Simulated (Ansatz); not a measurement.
Recipe of this trial structure of Li2CaSc2: random cell by space group and Wyckoff sites (P4/mmm, No. 123). Lengths were set from tabulated atomic sizes, so they are only a guess.

```xyz
5
Lattice="3.8146 0.0000 0.0000 0.0000 3.8146 0.0000 0.0000 0.0000 6.8195" Properties=species:S:1:pos:R:3 pbc="T T T"
Li    1.9073    1.9073    0.0000
Li    0.0000    0.0000    0.0000
Ca    1.9073    1.9073    3.4097
Sc    0.0000    0.0000    2.1544
Sc    0.0000    0.0000    4.6651
```

Computed with DFT PBE, scalar-relativistic, plane waves, PAW in Ansatz 0.2.0. Cutoff 420 eV, Gaussian smearing, Γ-centred meshes. Cell and atoms relax first on a coarse mesh and then on a finer one. In between, the cell is made exact in the group found at 0.06 Å. In metals the finer mesh still leaves noise of several meV/atom or more. The steps can't lower the symmetry of their start. Collinear spin is switched on along the way, since trial moments persisted in a coarse test.

A guess keeps its type if space group and coordination stay and the shape of the cell changes little (axis ratios within about 15 %, angles within 6°); the volume may change.

Problem. Does it keep its structure type, or change into something else?

Solution. It doesn't keep its type. The symmetry stays P4/mmm (No. 123). The volume per atom grows by 27.9 %, from 19.8 to 25.4 Å³. The shortest distance goes from 2.15 Å (Li–Sc) to 2.40 Å (Li–Li). The ratio c/a of the conventional cell changes by a factor of 1.82. Counting neighbours within 15 % of an atom's shortest distance, the start has Ca 10, Li 2/4, Sc 1 and the end Ca 12, Li 4, Sc 1. In detail, at the end Li on its first site is surrounded by 4 Li at 2.40 Å; around Ca lie 4 Ca at 3.39 Å and 8 Sc at 3.63 Å; Sc is surrounded by 1 Li at 2.79 Å, 4 Sc at 3.39 Å and 4 Ca at 3.63 Å; 1 more site not described.

```cif
data_structure
_symmetry_space_group_name_H-M 'P4/mmm'
_symmetry_Int_Tables_number 123
_cell_length_a 3.3925
_cell_length_b 3.3925
_cell_length_c 11.0276
_cell_angle_alpha 90.000
_cell_angle_beta 90.000
_cell_angle_gamma 90.000
_cell_volume 126.92
loop_
_atom_site_label
_atom_site_type_symbol
_atom_site_symmetry_multiplicity
_atom_site_Wyckoff_symbol
_atom_site_fract_x
_atom_site_fract_y
_atom_site_fract_z
_atom_site_occupancy
Li1 Li 1 c 0.50000 0.50000 0.00000 1
Li2 Li 1 a 0.00000 0.00000 0.00000 1
Ca1 Ca 1 d 0.50000 0.50000 0.50000 1
Sc1 Sc 2 g 0.00000 0.00000 0.25274 1
```

Formation energies are uncorrected and refer to the elements' standard structures at the same level.

Problem. At what energy does it end?

Solution. +0.39 eV/atom. The separate elements lie lower, so it is unstable against them.

The last run used collinear spin, a 12×12×4 mesh (in the run's order of axes) for its 5-atom cell and Gaussian smearing of 0.10 eV. Another magnetic order may lie lower. A structure relaxed within its symmetry needn't be a true minimum.

In counts of neighbours, a slash parts the counts of unlike sites.
